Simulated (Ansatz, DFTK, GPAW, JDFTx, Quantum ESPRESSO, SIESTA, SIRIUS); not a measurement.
One calculation of HPbNO4, 8 ways

```
CELL_PARAMETERS angstrom
3.85707 0.00178 -0.03658
0.17353 4.33436 -0.01647
0.75803 0.83873 5.87662
ATOMIC_POSITIONS crystal
H 0.59929 0.88579 0.20323
Pb 0.64055 0.43664 0.92054
N 0.72660 0.24308 0.50100
O 0.17400 0.46354 0.77441
O 0.61627 0.95802 0.49794
O 0.56743 0.93558 0.03807
O 0.76685 0.41913 0.31710
```

The cell comes from a database or a generator and needn't be the stable form of this composition.

Atoms were shifted at random by some hundredths of an Å from the given cell, which wasn't relaxed again for these runs.

Alike in all runs: task single point; functional PBE; k mesh 7 × 6 × 5; occupations fermi-dirac, width 0.05 eV; no spin polarisation; no spin-orbit coupling. Pressure is positive in compression and, in plane waves, holds the error of the finite cutoff, which Ansatz's Pulay term estimates and takes out.

```csv
program and potentials,plane-wave cutoff (eV),notes,pressure (GPa),largest force (eV/Å),energy over the undisturbed cell (meV/atom)
"Ansatz, Ansatz PAW",420,Pulay term of +0.62 GPa included,-3.12,4.200,44.80
"DFTK, PseudoDojo SR PBE 0.4.1 standard (PBE)",1143,-,-2.81,4.152,-
"SIESTA, files PseudoDojo sr-pbe-0.4.1-standard, DZP (energy shift 0.003 Ry; two zetas on semicore shells)",-,atomic basis,0.26,4.086,30.57
"JDFTx, PseudoDojo-SR-PBE-0.5-standard (H, N, O) + PseudoDojo-SR-PBE-0.4.1-standard (Pb) with smoothed tails",1143,-,-2.81,4.152,-
"SIRIUS, PseudoDojo 0.4.1 PBE standard (scalar relativistic)",1152,-,-2.81,4.152,-
"Quantum ESPRESSO, SSSP 1.3 efficiency PBE",816,-,-2.97,4.229,44.55
"GPAW, GPAW PAW data sets (gpaw-data 1.2.1)",800,-,-3.76,4.241,44.90
"Ansatz, all-electron LAPW, scalar-relativistic",-,-,-3.15,4.240,-
```

Force on atom 3 (N), eV/Å:

```csv
program and potentials,x,y,z
"Ansatz, Ansatz PAW",-1.807,-3.734,-0.660
"DFTK, PseudoDojo SR PBE 0.4.1 standard (PBE)",-1.791,-3.690,-0.646
"SIESTA, files PseudoDojo sr-pbe-0.4.1-standard, DZP (energy shift 0.003 Ry; two zetas on semicore shells)",-1.598,-3.736,0.426
"JDFTx, PseudoDojo-SR-PBE-0.5-standard (H, N, O) + PseudoDojo-SR-PBE-0.4.1-standard (Pb) with smoothed tails",-1.791,-3.690,-0.646
"SIRIUS, PseudoDojo 0.4.1 PBE standard (scalar relativistic)",-1.791,-3.690,-0.647
"Quantum ESPRESSO, SSSP 1.3 efficiency PBE",-1.816,-3.763,-0.656
"GPAW, GPAW PAW data sets (gpaw-data 1.2.1)",-1.826,-3.775,-0.635
"Ansatz, all-electron LAPW, scalar-relativistic",-1.826,-3.761,-0.706
```

The pressure spans -3.76 (GPAW, GPAW PAW data sets (gpaw-data 1.2.1)) to 0.26 GPa (SIESTA, files PseudoDojo sr-pbe-0.4.1-standard, DZP (energy shift 0.003 Ry; two zetas on semicore shells)), with all-electron results at -3.15. Rows in atomic bases carry the error of their basis and grid, which can be large.

Differences between rows come from potentials, basis sets and numerical settings, since the functional is the same but for its coding. Runs on potential files found faulty are left out.
